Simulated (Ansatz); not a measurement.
Cu Kα1 powder pattern (kinematic, no thermal factors).
2θ (°) (relative intensity): 20.30 (8), 24.23 (100), 27.99 (4), 28.08 (8), 29.62 (4), 30.69 (3), 33.87 (5), 37.63 (1), 38.56 (2), 40.06 (45), 40.13 (23), 45.37 (2), 47.32 (15), 47.43 (32), 49.64 (3), 51.35 (2), 56.18 (2), 56.77 (1), 56.87 (2), 57.86 (3), 58.05 (8), 63.73 (12), 63.82 (6), 63.92 (1), 65.65 (1), 65.70 (1), 68.93 (1), 71.79 (1), 72.74 (7), 72.87 (15), 75.80 (1), 77.88 (3), 78.04 (3), 78.13 (7), 86.49 (4), 86.65 (3)

The pattern is computed from a structure relaxed with DFT PBE, scalar-relativistic, plane waves, PAW (Ansatz 0.2.0). No spin polarisation. Its elements are Al, In, Sb.

Problem. Give the structure.

Solution. Al₂InSb₃.
Space group I-4m2 (No. 119). a = 4.491 Å, b = 4.491 Å, c = 19.109 Å, α = 90.00°, β = 90.00°, γ = 90.00°
```csv
atom,site,symmetry,x,y,z
Al,4e,2mm.,0.5000,0.5000,0.1699
In,2a,-4m2,0.0000,0.0000,0.0000
Sb,4f,2mm.,0.0000,0.5000,0.0909
Sb,2d,-4m2,0.5000,0.0000,0.2500
```

A pattern alone doesn't exclude other cells with like lines; this is the one computed.

The structure comes from a generated guess; another structure or a mixture of phases may lie lower.
